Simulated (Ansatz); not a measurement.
Relaxation of a relaxed Te cell displaced along its unstable phonon at q = Γ (54i cm⁻¹), largest move 0.15 Å; 2 atoms in the cell, which starts as C2/m (No. 12), mS4; a = 4.234 Å, b = 4.693 Å, c = 6.374 Å, α = γ = 90.00°, β = 109.40°. Method: PBEsol (plane waves to 420 eV, PAW, scalar-relativistic; Ansatz, a program for electronic structure). Γ-centred k-mesh 11×11×11 on the run's cell (coarser than for final values), Fermi–Dirac smearing 0.05 eV. This is the first round of the run. 

The optimiser's lines from the output (shortened; P is positive under compression):

```
relax step   1: F+E_penalty+E_count = -13802.85102792 eV  Δ(F+E_penalty+E_count) = +0.000e0 eV  max|allowed force component| = 9.608e-2 eV/Å  Δτ_max = 0.0000 Å  P = -0.123 GPa  Ω = 59.736 Å³  (7 SCF iters, dr2 threshold 1.00e-7 eV, accepted)
relax step   2: F+E_penalty+E_count = -13802.88842625 eV  Δ(F+E_penalty+E_count) = -3.740e-2 eV  max|allowed force component| = 2.325e-1 eV/Å  Δτ_max = 0.1247 Å  P = -0.056 GPa  Ω = 60.155 Å³  (6 SCF iters, dr2 threshold 2.00e-7 eV, accepted)
relax step   3: F+E_penalty+E_count = -13802.93598232 eV  Δ(F+E_penalty+E_count) = -4.756e-2 eV  max|allowed force component| = 1.119e-1 eV/Å  Δτ_max = 0.1078 Å  P = -0.077 GPa  Ω = 60.162 Å³  (6 SCF iters, dr2 threshold 2.00e-7 eV, accepted)
relax step   4: F+E_penalty+E_count = -13802.96207036 eV  Δ(F+E_penalty+E_count) = -2.609e-2 eV  max|allowed force component| = 5.574e-2 eV/Å  Δτ_max = 0.1978 Å  P = +0.770 GPa  Ω = 59.942 Å³  (6 SCF iters, dr2 threshold 2.00e-7 eV, accepted)
relax step   5: F+E_penalty+E_count = -13802.96819910 eV  Δ(F+E_penalty+E_count) = -6.129e-3 eV  max|allowed force component| = 2.706e-3 eV/Å  Δτ_max = 0.0443 Å  P = +0.352 GPa  Ω = 60.608 Å³  (5 SCF iters, dr2 threshold 2.00e-7 eV, accepted)
relax step   6: F+E_penalty+E_count = -13802.97227329 eV  Δ(F+E_penalty+E_count) = -4.074e-3 eV  max|allowed force component| = 1.095e-2 eV/Å  Δτ_max = 0.0148 Å  P = -0.419 GPa  Ω = 61.908 Å³  (5 SCF iters, dr2 threshold 2.00e-7 eV, accepted)
relax step   7: F+E_penalty+E_count = -13802.97599224 eV  Δ(F+E_penalty+E_count) = -3.719e-3 eV  max|allowed force component| = 5.135e-3 eV/Å  Δτ_max = 0.0144 Å  P = -0.024 GPa  Ω = 61.962 Å³  (5 SCF iters, dr2 threshold 2.00e-7 eV, accepted)
relax step   8: F+E_penalty+E_count = -13802.97635290 eV  Δ(F+E_penalty+E_count) = -3.607e-4 eV  max|allowed force component| = 4.323e-4 eV/Å  Δτ_max = 0.0034 Å  P = +0.011 GPa  Ω = 61.932 Å³  (4 SCF iters, dr2 threshold 6.57e-8 eV, accepted)
relax step   9: F+E_penalty+E_count = -13802.97635511 eV  Δ(F+E_penalty+E_count) = -2.207e-6 eV  max|allowed force component| = 1.038e-4 eV/Å  Δτ_max = 0.0004 Å  P = -0.003 GPa  Ω = 61.946 Å³  (3 SCF iters, dr2 threshold 5.26e-9 eV, accepted)
relax step  10: F+E_penalty+E_count = -13802.98044865 eV  Δ(F+E_penalty+E_count) = -4.094e-3 eV  max|allowed force component| = 1.037e-4 eV/Å  Δτ_max = 0.0000 Å  P = +0.142 GPa  Ω = 61.946 Å³  stress off target by 4.12e-1 GPa  SCF on the basis re-selected at this cell (its energy is not comparable with the rows above)  (7 SCF iters)
relax step  11: F+E_penalty+E_count = -13802.98323323 eV  Δ(F+E_penalty+E_count) = -2.785e-3 eV  max|allowed force component| = 1.656e-4 eV/Å  Δτ_max = 0.0002 Å  P = +0.056 GPa  Ω = 62.255 Å³  (3 SCF iters, dr2 threshold 2.00e-7 eV, accepted)
relax step  12: F+E_penalty+E_count = -13802.98475114 eV  Δ(F+E_penalty+E_count) = -1.518e-3 eV  max|allowed force component| = 4.417e-4 eV/Å  Δτ_max = 0.0001 Å  P = -0.079 GPa  Ω = 62.577 Å³  (4 SCF iters, dr2 threshold 1.27e-7 eV, accepted)
relax step  13: F+E_penalty+E_count = -13802.98490414 eV  Δ(F+E_penalty+E_count) = -1.530e-4 eV  max|allowed force component| = 3.695e-3 eV/Å  Δτ_max = 0.0037 Å  P = +0.025 GPa  Ω = 62.480 Å³  (4 SCF iters, dr2 threshold 5.37e-8 eV, accepted)
relax step  14: F+E_penalty+E_count = -13802.98457282 eV  Δ(F+E_penalty+E_count) = +3.313e-4 eV  max|allowed force component| = 1.967e-2 eV/Å  Δτ_max = 0.0212 Å  P = +0.119 GPa  Ω = 62.391 Å³  (6 SCF iters, dr2 threshold 8.96e-9 eV, rejected (line search))
relax step  15: F+E_penalty+E_count = -13802.98499476 eV  Δ(F+E_penalty+E_count) = -9.062e-5 eV  max|allowed force component| = 5.667e-4 eV/Å  Δτ_max = 0.0029 Å  P = +0.001 GPa  Ω = 62.516 Å³  (8 SCF iters, accepted)
relax step  16: F+E_penalty+E_count = -13802.98502127 eV  Δ(F+E_penalty+E_count) = -2.651e-5 eV  max|allowed force component| = 2.344e-4 eV/Å  Δτ_max = 0.0008 Å  P = -0.000 GPa  Ω = 62.522 Å³  (7 SCF iters, accepted)
relax step  17: F+E_penalty+E_count = -13802.98502438 eV  Δ(F+E_penalty+E_count) = -3.105e-6 eV  max|allowed force component| = 2.636e-4 eV/Å  Δτ_max = 0.0000 Å  P = +0.001 GPa  Ω = 62.521 Å³  (5 SCF iters, accepted)
relax step  18: F+E_penalty+E_count = -13802.98502545 eV  Δ(F+E_penalty+E_count) = -1.070e-6 eV  max|allowed force component| = 2.430e-6 eV/Å  Δτ_max = 0.0002 Å  P = +0.000 GPa  Ω = 62.523 Å³  (6 SCF iters, accepted)
relax step  19: F+E_penalty+E_count = -13802.98510556 eV  Δ(F+E_penalty+E_count) = -8.011e-5 eV  max|allowed force component| = 2.593e-6 eV/Å  Δτ_max = 0.0000 Å  P = -0.004 GPa  Ω = 62.523 Å³  stress off target by 6.07e-3 GPa  SCF on the basis re-selected at this cell (its energy is not comparable with the rows above)  (6 SCF iters)
```

From the first to the last row the energy changes by -0.07 eV/atom and the volume by +4.7 %. The last row is marked as not comparable with the walk above it, whose basis was carried along; it does compare with step 1, since both stand on a basis selected at the nominal cutoff for their own cell.

Step 14 was rejected by the optimiser.

Later rounds, restarted from the end of this one on a renewed k-mesh, logged 12 more steps and released under 0.01 eV/atom more. The final structure after all rounds: Cmmm (No. 65), oS2; a = 4.379 Å, b = 4.525 Å, c = 3.148 Å, α = β = γ = 90.00°. Between re-selections the logged energies stand on a plane-wave basis carried along with the cell. No spin polarisation in the result.

The run could not lose the symmetry of its start, so the end can be a saddle point.

The relaxed structure here is a generated cell of Te: the first start was made by placing the elements on the sites of a structure type, and the end was not matched to a known phase here, so it may be hypothetical. Known forms of Te include space group No. 152.
